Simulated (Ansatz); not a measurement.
LaCu2:
```xyz
3
Lattice="4.3002 0.0000 0.0000 -2.1501 3.7240 0.0000 0.0000 0.0000 3.8658" Properties=species:S:1:pos:R:3 pbc="T T T"
La     0.0000     0.0000     0.0000
Cu     0.0000     2.4827     1.9329
Cu     2.1501     1.2413     1.9329
```

Relaxed with r²SCAN.

Task: Map the electron localisation function on the plane through (0.000, 0.000, 0.000) spanned by u = [0, 0, 1] and v = [1, -1, 0] in lattice vectors, from r²SCAN in the plane-wave PAW code Ansatz.

Result: x is the fraction of u, y of v (the angle between them is 90°; rows are the nearest grid lines); atoms in the plane: La at (0.00, 0.00), Cu at (0.50, 0.33), Cu at (0.50, 0.67).
```
|  =%@%=.    .=%@%=  |
|=+%@@#-.    .-#@@%+=|
|%%@@%+:......:+%@@%%|
|%%#+-..:----:..-+#%%|
|+=-:..:------:..:-=+|
|  ..::::::::::::..  |
|:::-::::-==-::::-:::|
|::--:::-+%%+-:::--::|
|:---:::-#@@#-:::---:|
|::--::::=##=::::--::|
|.::--::::::::::--::.|
|..:-==---::---==-:..|
|..:-==---::---==-:..|
|.::--::::::::::--::.|
|::--::::=##=::::--::|
|:---:::-#@@#-:::---:|
|::--:::-+%%+-:::--::|
|:::-::::-==-::::-:::|
|  ..::::::::::::..  |
|+=-:..:------:..:-=+|
|%%#+-..:----:..-+#%%|
|%%@@%+:......:+%@@%%|
|=+%@@#-.    .-#@@%+=|
|  =%@%=.    .=%@%=  |
```
Scale: ten equal steps from 0.001 (start of ' ') to 0.879 (end of '@'), in the order ' .:-=+*#%@'; x runs from 0.000 to 1.00, y from 0.000 (bottom) to 1.00 (top).

The density is the valence pseudo-density with augmentation charge, so density and ELF within about 1 Å of a nucleus are not all-electron values.

Space group P6/mmm. The workflow started from an entry of the Crystallography Open Database (COD). Whether it is the stable phase at ambient conditions was not checked. Symmetry was held in the r²SCAN relaxation; its stability against distortions is not shown here. The run is not spin-polarised. Scalar-relativistic: spin–orbit coupling is off unless named, which matters more the heavier the elements.

Potentials: the later of the program's two PAW sets.
